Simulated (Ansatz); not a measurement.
Ti₂BiN:
Space group P6₃/mmc (No. 194); a = b = 3.2990 Å, c = 13.0572 Å, α = β = 90.00°, γ = 120.00°

| atom | site | symmetry | x | y | z |
|---|---|---|---|---|---|
| Ti | 4f | 3m. | 0.6667 | 0.3333 | 0.0734 |
| Bi | 2c | -6m2 | 0.3333 | 0.6667 | 0.2500 |
| N | 2a | -3m. | 0.0000 | 0.0000 | 0.0000 |

Relaxed at zero pressure with the program Ansatz at the r²SCAN level (PAW).

### Question
The volume is raised by 9 % and shape and atoms relax at that volume. What pressure results, and how do the axes share the change?

### Answer
-8.7 GPa; a 2.1 %, b 2.1 %, c 4.6 %; the energy rises by 42 meV/atom.

### Question
Give the new structure.

### Answer

Space group P6₃/mmc (No. 194); a = 3.368 Å, b = 3.368 Å, c = 13.656 Å, α = 90.00°, β = 90.00°, γ = 120.00°

```
atom  site  symmetry       x       y       z
----  ----  --------  ------  ------  ------
Ti      4f       3m.  0.6667  0.3333  0.0692
Bi      2c      -6m2  0.3333  0.6667  0.2500
N       2a      -3m.  0.0000  0.0000  0.0000
```

The phase is kept; no other phase was compared at this pressure.

Space group P6_3/mmc. The start of the workflow was typed in or built on a structure type; neither database checked (COD, Materials Project) lists it. Its standing as an ambient phase is unchecked. The cell was relaxed with r²SCAN under the symmetry of its start; its stability against distortions is not shown here. The workflow began spin-polarised and lost its moments. Scalar-relativistic: spin–orbit coupling is off unless named, which matters more the heavier the elements.

Potentials: the later of the program's two PAW sets.
